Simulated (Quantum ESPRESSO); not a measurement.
Sc2Nb6, one run as intended and one with a planted mistake

Simulated, not a measurement. The program is pw.x of Quantum ESPRESSO 7.5 (plane-wave density functional theory). The cell is made up: eight metal atoms on a hexagonal close-packed lattice, with elements, volume, strain and displacements drawn at random and not relaxed, so it may be unstable or far from any real phase. PseudoDojo standard norm-conserving files set the functional (PBE unless stated); there is no spin polarisation or spin-orbit coupling, the Fermi-Dirac width of 0.25 eV means electrons at about 2900 K, and the masses in the input are unused placeholders. A spin test at this wide smearing found no moment, but such smearing suppresses magnetism that the real alloy may have.

Intended input:

```
&control calculation='scf', pseudo_dir='./dojo.nc.sr.pbe.v0_5.standard.upf', outdir='./o', disk_io='minimal', tprnfor=.true., tstress=.true. /
&system ibrav=0, nat=8, ntyp=2, nbnd=68, ecutwfc=82.02448710, nosym=.true., tot_charge=0,
 occupations='smearing', smearing='fd', degauss=0.0183746611
/
&electrons conv_thr=1.470e-08, electron_maxstep=70, mixing_beta=0.5 /
ATOMIC_SPECIES
Nb 1.0 Nb.upf
Sc 1.0 Sc.upf
CELL_PARAMETERS angstrom
-3.0248 0.0015 0.0309
0.0466 5.3134 -4.877
0.0517 -5.3015 -4.8641
ATOMIC_POSITIONS angstrom
Sc -0.1329 -0.1212 0.0178
Nb 0.1116 1.5936 -2.447
Nb 0.2026 -0.0044 -4.9171
Nb 0.0891 1.7207 -7.2804
Nb -1.3842 -0.8603 -2.4012
Sc -1.4792 -2.7511 -4.9087
Nb -1.5859 -0.7663 -7.0077
Nb -1.4076 2.5611 -4.7416
K_POINTS automatic
8 3 3 1 1 1
```

The log is shortened where brackets say so; the opening notice, blank lines, dates and the lines on written files are dropped, and the path of the files is cut. It prints rydbergs, bohrs and kilobars, and counts compression as positive stress. Its total energy is the free energy E - TS of the whole cell.

Log of the intended run:

```
     Program PWSCF v.7.5
     Parallel version (MPI & OpenMP), running on       4 processor cores
     Number of MPI processes:                 4
     Threads/MPI process:                     1
     [start-up lines left out]
     bravais-lattice index     =            0
     lattice parameter (alat)  =       5.7163  a.u.
     unit-cell volume          =    1055.2167 (a.u.)^3
     number of atoms/cell      =            8
     number of atomic types    =            2
     number of electrons       =       100.00
     number of Kohn-Sham states=           68
     kinetic-energy cutoff     =      82.0245  Ry
     charge density cutoff     =     328.0979  Ry
     scf convergence threshold =      1.5E-08
     mixing beta               =       0.5000
     number of iterations used =            8  plain     mixing
     Exchange-correlation= PBE
                           (   1   4   3   4   0   0   0)
     [axes and pseudopotential details left out]
   Cartesian axes
     site n.     atom                  positions (alat units)
         1        Sc     tau(   1) = (  -0.0439345  -0.0400667   0.0058844  )
         2        Nb     tau(   2) = (   0.0368931   0.5268172  -0.8089368  )
         3        Nb     tau(   3) = (   0.0669761  -0.0014546  -1.6255101  )
         4        Nb     tau(   4) = (   0.0294550   0.5688343  -2.4067771  )
         5        Nb     tau(   5) = (  -0.4575931  -0.2844006  -0.7937961  )
         6        Sc     tau(   6) = (  -0.4889985  -0.9094671  -1.6227332  )
         7        Nb     tau(   7) = (  -0.5242717  -0.2533258  -2.3166271  )
         8        Nb     tau(   8) = (  -0.4653287   0.8466563  -1.5674927  )
     number of k points=    36  Fermi-Dirac smearing, width (Ry)=  0.0184
                       cart. coord. in units 2pi/alat
        k(    1) = (  -0.0635673  -0.0001571  -0.1041535), wk =   0.0555556
        k(    2) = (  -0.0613555   0.1900777   0.1031249), wk =   0.0555556
     [further k points left out]
     Dense  grid:   105957 G-vectors     FFT dimensions: (  36,  80,  80)
     Estimated max dynamical RAM per process >     288.39 MB
     Estimated total dynamical RAM >       1.05 GB
     Initial potential from superposition of free atoms
     starting charge      99.9808, renormalised to     100.0000
     Starting wfcs are   80 randomized atomic wfcs
     total cpu time spent up to now is        4.1 secs
     per-process dynamical memory:   211.9 Mb
     Self-consistent Calculation
     iteration #  1     ecut=    82.02 Ry     beta= 0.50
     Davidson diagonalization with overlap
     ethr =  1.00E-02,  avg # of iterations =  2.9
     total cpu time spent up to now is       11.9 secs
     total energy              =    -939.59772182 Ry
     estimated scf accuracy    <       2.35132819 Ry
     iteration #  2     ecut=    82.02 Ry     beta= 0.50
     Davidson diagonalization with overlap
     ethr =  2.35E-03,  avg # of iterations =  8.5
     total cpu time spent up to now is       22.9 secs
     total energy              =    -939.31148048 Ry
     estimated scf accuracy    <      21.39052724 Ry
     [iterations 3 to 20 left out]
     iteration # 21     ecut=    82.02 Ry     beta= 0.50
     Davidson diagonalization with overlap
     ethr =  3.50E-10,  avg # of iterations =  4.4
     total cpu time spent up to now is      166.4 secs
     total energy              =    -940.88562348 Ry
     estimated scf accuracy    <       0.00000024 Ry
     iteration # 22     ecut=    82.02 Ry     beta= 0.50
     Davidson diagonalization with overlap
     ethr =  2.37E-10,  avg # of iterations =  2.0
     total cpu time spent up to now is      172.9 secs
     End of self-consistent calculation
     [lines on levels left out]
!    total energy              =    -940.88562350 Ry
     estimated scf accuracy    <          7.9E-09 Ry
     smearing contrib. (-TS)   =      -0.16432821 Ry
     internal energy E=F+TS    =    -940.72129530 Ry
     The total energy is F=E-TS. E is the sum of the following terms:
     one-electron contribution =    -186.57980758 Ry
     hartree contribution      =     139.81910921 Ry
     xc contribution           =    -189.11840572 Ry
     ewald contribution        =    -704.84219121 Ry
     convergence has been achieved in  22 iterations
     Forces acting on atoms (cartesian axes, Ry/au):
     atom    1 type  2   force =     0.01138621   -0.02186388    0.02779486
     atom    2 type  1   force =    -0.00557517    0.01526408   -0.01090966
     atom    3 type  1   force =    -0.00295954    0.01071040    0.04894080
     atom    4 type  1   force =     0.00098730    0.03737340    0.00498021
     atom    5 type  1   force =    -0.00493923   -0.03072994   -0.01648328
     atom    6 type  2   force =     0.00913468    0.01728585    0.01997102
     atom    7 type  1   force =    -0.00436036   -0.02632989   -0.06252975
     atom    8 type  1   force =    -0.00367389   -0.00171003   -0.01176419
     Total force =     0.111817     Total SCF correction =     0.000484
     Computing stress (Cartesian axis) and pressure
          total   stress  (Ry/bohr**3)                   (kbar)     P=       28.23
   0.00012974   0.00001860   0.00006995           19.09        2.74       10.29
   0.00001860   0.00007836   0.00000846            2.74       11.53        1.25
   0.00006995   0.00000846   0.00036766           10.29        1.25       54.08
     init_run     :      3.84s CPU      4.05s WALL (       1 calls)
     electrons    :    167.97s CPU    168.84s WALL (       1 calls)
     forces       :      1.14s CPU      1.16s WALL (       1 calls)
     stress       :      3.82s CPU      3.82s WALL (       1 calls)
     [timing details left out]
     PWSCF        :   2m56.85s CPU   2m57.96s WALL
     JOB DONE.
```

A second run has one planted mistake: the files are those of another functional. The input lines that differ:

```
- &control calculation='scf', pseudo_dir='./dojo.nc.sr.pbe.v0_5.standard.upf', outdir='./o', disk_io='minimal', tprnfor=.true., tstress=.true. /
+ &control calculation='scf', pseudo_dir='./dojo.nc.sr.lda.v0_4_1.standard.upf', outdir='./o', disk_io='minimal', tprnfor=.true., tstress=.true. /
```

Its log:

```
     Program PWSCF v.7.5
     Parallel version (MPI & OpenMP), running on       4 processor cores
     Number of MPI processes:                 4
     Threads/MPI process:                     1
     [start-up lines left out]
     bravais-lattice index     =            0
     lattice parameter (alat)  =       5.7163  a.u.
     unit-cell volume          =    1055.2167 (a.u.)^3
     number of atoms/cell      =            8
     number of atomic types    =            2
     number of electrons       =       100.00
     number of Kohn-Sham states=           68
     kinetic-energy cutoff     =      82.0245  Ry
     charge density cutoff     =     328.0979  Ry
     scf convergence threshold =      1.5E-08
     mixing beta               =       0.5000
     number of iterations used =            8  plain     mixing
     Exchange-correlation= SLA  PW   NOGX NOGC
                           (   1   4   0   0   0   0   0)
     [axes and pseudopotential details left out]
   Cartesian axes
     site n.     atom                  positions (alat units)
         1        Sc     tau(   1) = (  -0.0439345  -0.0400667   0.0058844  )
         2        Nb     tau(   2) = (   0.0368931   0.5268172  -0.8089368  )
         3        Nb     tau(   3) = (   0.0669761  -0.0014546  -1.6255101  )
         4        Nb     tau(   4) = (   0.0294550   0.5688343  -2.4067771  )
         5        Nb     tau(   5) = (  -0.4575931  -0.2844006  -0.7937961  )
         6        Sc     tau(   6) = (  -0.4889985  -0.9094671  -1.6227332  )
         7        Nb     tau(   7) = (  -0.5242717  -0.2533258  -2.3166271  )
         8        Nb     tau(   8) = (  -0.4653287   0.8466563  -1.5674927  )
     number of k points=    36  Fermi-Dirac smearing, width (Ry)=  0.0184
                       cart. coord. in units 2pi/alat
        k(    1) = (  -0.0635673  -0.0001571  -0.1041535), wk =   0.0555556
        k(    2) = (  -0.0613555   0.1900777   0.1031249), wk =   0.0555556
     [further k points left out]
     Dense  grid:   105957 G-vectors     FFT dimensions: (  36,  80,  80)
     Estimated max dynamical RAM per process >     288.39 MB
     Estimated total dynamical RAM >       1.05 GB
     Initial potential from superposition of free atoms
     starting charge      99.9844, renormalised to     100.0000
     Starting wfcs are   80 randomized atomic wfcs
     total cpu time spent up to now is        4.2 secs
     per-process dynamical memory:   219.8 Mb
     Self-consistent Calculation
     iteration #  1     ecut=    82.02 Ry     beta= 0.50
     Davidson diagonalization with overlap
     ethr =  1.00E-02,  avg # of iterations =  2.8
     total cpu time spent up to now is       11.9 secs
     total energy              =    -940.18212399 Ry
     estimated scf accuracy    <       2.32910286 Ry
     iteration #  2     ecut=    82.02 Ry     beta= 0.50
     Davidson diagonalization with overlap
     ethr =  2.33E-03,  avg # of iterations =  8.7
     total cpu time spent up to now is       23.3 secs
     total energy              =    -939.90183863 Ry
     estimated scf accuracy    <      21.42235416 Ry
     [iterations 3 to 21 left out]
     iteration # 22     ecut=    82.02 Ry     beta= 0.50
     Davidson diagonalization with overlap
     ethr =  1.55E-10,  avg # of iterations =  2.6
     total cpu time spent up to now is      172.7 secs
     total energy              =    -941.46339497 Ry
     estimated scf accuracy    <       0.00000002 Ry
     iteration # 23     ecut=    82.02 Ry     beta= 0.50
     Davidson diagonalization with overlap
     ethr =  1.61E-11,  avg # of iterations =  5.9
     total cpu time spent up to now is      181.7 secs
     End of self-consistent calculation
     [lines on levels left out]
!    total energy              =    -941.46339497 Ry
     estimated scf accuracy    <          9.6E-09 Ry
     smearing contrib. (-TS)   =      -0.16598559 Ry
     internal energy E=F+TS    =    -941.29740938 Ry
     The total energy is F=E-TS. E is the sum of the following terms:
     one-electron contribution =    -188.14423907 Ry
     hartree contribution      =     139.87578545 Ry
     xc contribution           =    -188.18676454 Ry
     ewald contribution        =    -704.84219121 Ry
     convergence has been achieved in  23 iterations
     Forces acting on atoms (cartesian axes, Ry/au):
     atom    1 type  2   force =     0.00987254   -0.02278589    0.02415343
     atom    2 type  1   force =    -0.00475763    0.01009391   -0.01431723
     atom    3 type  1   force =    -0.00056260    0.01276379    0.04202977
     atom    4 type  1   force =     0.00162834    0.03291057    0.00873213
     atom    5 type  1   force =    -0.00385781   -0.02516563   -0.01558253
     atom    6 type  2   force =     0.00808113    0.01724169    0.01720148
     atom    7 type  1   force =    -0.00686342   -0.01924317   -0.05146229
     atom    8 type  1   force =    -0.00354053   -0.00581526   -0.01075476
     Total force =     0.096946     Total SCF correction =     0.000429
     Computing stress (Cartesian axis) and pressure
          total   stress  (Ry/bohr**3)                   (kbar)     P=      -55.03
  -0.00043921   0.00002037   0.00006607          -64.61        3.00        9.72
   0.00002037  -0.00047542   0.00000739            3.00      -69.94        1.09
   0.00006607   0.00000739  -0.00020770            9.72        1.09      -30.55
     init_run     :      3.91s CPU      4.07s WALL (       1 calls)
     electrons    :    172.69s CPU    177.55s WALL (       1 calls)
     forces       :      1.14s CPU      1.15s WALL (       1 calls)
     stress       :      3.84s CPU      3.84s WALL (       1 calls)
     [timing details left out]
     PWSCF        :   3m 1.70s CPU   3m 6.78s WALL
     JOB DONE.
```

|  | intended run | run with the mistake |
| --- | --- | --- |
| free energy (eV) | -12801.401 | -12809.262 |
| entropy term -TS, part of it (eV) | -2.236 | -2.258 |
| pressure (GPa) | 2.82 | -5.50 |
| size of the largest force component (eV/Å) | 1.608 | 1.323 |
| largest change of a force component (eV/Å) |  | 0.285 |
| iterations | 22 | 23 |

For scale, a rerun of the intended cell at a higher cutoff and on a denser mesh moved values by no more than 0.004 eV in energy, 0.08 GPa in stress and 0.014 eV/Å in force, and a second program with other atomic files agreed on that cell to 2 % rms in force and 0.5 GPa in pressure. Files of another functional or element have another zero of energy, so the energy change says nothing on stability.